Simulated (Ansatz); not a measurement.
**SnAu squeezed and stretched**

A database entry relaxed whole under r2SCAN (P6_3/mmc):

```
Sn Au
1.0
     4.35748    0.00000    0.00000
    -2.17874    3.77369    0.00000
     0.00000    0.00000    5.59202
Sn Au
2 2
Direct
  0.33333 0.66667 0.25000
  0.66667 0.33333 0.75000
  0.00000 0.00000 0.00000
  0.00000 0.00000 0.50000
```

The cell was scaled uniformly, its shape held, and the atoms relaxed at each volume with plane-wave PAW DFT (Ansatz 0.2.0; r2SCAN, 500 eV, 9×9×6 Γ-centred mesh, fermi-dirac occupations of width 0.100 eV; no spin, no spin-orbit coupling). One row is withheld.

```tsv
volume (Å³/atom)	energy over the lowest (meV/atom)	pressure (GPa)
21.609	24.8	6.35
22.069	10.3	3.94
22.529	?	?
22.988	0.0	0.00
23.448	2.6	-1.61
23.908	9.6	-3.02
24.368	20.2	-4.25
```

Fit the pressures of the other rows to the third-order Birch-Murnaghan form.

With f = [(V₀/V)^(2/3) − 1]/2 and P = 3B₀f(1 + 2f)^(5/2)[1 + 3(B₀′ − 4)f/2], least squares gives V₀ = 22.99 Å³ an atom, B₀ = 86.1 GPa and B₀′ = 5.7; the rows miss the fit by less than 0.01 GPa. The slope of the energies differs from these pressures by 0.09 GPa, since they are taken to zero smearing while pressures follow the free energy.

What does the withheld row hold?

The fit gives 1.84 GPa at 22.529 Å³; the run gave 1.84 GPa and 2.3 meV an atom.

Caveats: the shape of the cell was held, so B₀ is an upper bound where the axes differ in stiffness; 0 K, fixed nuclei; the symmetry was kept, and this need not be the phase that is stable at 0 K; one mesh for all volumes; pressure is positive in compression.
